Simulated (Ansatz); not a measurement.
LaOF in space group R-3m (No. 166; La on 6c, O on 6c, F on 6c) under volume change, DFT-PBEsol in the program Ansatz with PAW potentials, shape and atoms relaxed at each volume.

```csv
V (Å³/atom),E − E(relaxed) (meV/atom),P (GPa)
14.152,56.6,14.20
14.619,23.6,8.62
15.085,5.5,3.92
15.552,0.0,0.00
16.018,4.9,-3.23
16.485,[?],[?]
16.951,[?],[?]
```

Task: Complete the blanks.

Result: 
- 16.951, E − E(relaxed) (meV/atom): 37.5
- 16.951, P (GPa): -7.37
- 16.485, E − E(relaxed) (meV/atom): 18.2
- 16.485, P (GPa): -5.77

Task: What does a third-order Birch–Murnaghan fit give for V₀, B₀ and B′?

Result: V₀ = 15.55 Å³/atom, B₀ = 114 GPa, B′ = 6.1.

The workflow started from a Materials Project entry (that database holds measured and hypothetical structures alike); the Crystallography Open Database files this formula in space group No. 166, but the cells were not matched. Whether it is the stable phase at ambient conditions was not checked. The PBEsol relaxation kept the symmetry of its start; its stability against distortions is not shown here. Scalar-relativistic: spin–orbit coupling is off unless named, which matters more the heavier the elements.

Potentials: the later of the program's two PAW sets.
